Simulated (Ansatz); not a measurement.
ZrOs: energy along a strain

ZrOs, Pm-3m, a = 3.263 Å (as given, not relaxed at this level: -3.2 GPa). The structure is a COD entry; whether it is the stable form wasn't checked. Ansatz: PBEsol, PAW, 420 eV, Γ-centred 14×14×14 mesh on 2 atoms, Gaussian smearing 0.15 eV; no spin polarisation. Cell vectors (Å): 3.263 0.000 0.000; 0.000 3.263 0.000; 0.000 0.000 3.263. The cell is strained by x per cent times the pattern (0 0 0 0 0 1) in the order xx yy zz yz xz xy (engineering shears), with fractional coordinates held. y is the free energy over the start, V0 = 17.371 Å³/atom. Symmetry makes y even in x. Points with a strain past 8.5 % were computed too (4) and aren't used here.

```
x (%) y (meV/atom)
-7.50         27.66
 0.00          0.00
 1.87             ?
 3.75          6.85
 5.62         15.44
```

Question: Fit y = c2 x² + c4 x⁴ to the other rows, get the stiffness along the pattern, and predict the missing energy.

Answer: Least squares on the rows shown. y = 0.48532 x² + 0.00011394 x⁴. The clamped-ion stiffness p·C·p = 2 × 4.853 eV × 160.2 / 17.371 Å³ = 90 GPa, which is C66 in these axes (C44 of the cubic crystal) (second derivative at the start, which stands under stress). At x = 1.87 the fit asked for gives 1.70 meV/atom. The run gave 1.70 meV/atom, the same to the digits shown.

Spin–orbit coupling is left out, which can shift energies with elements as heavy as these.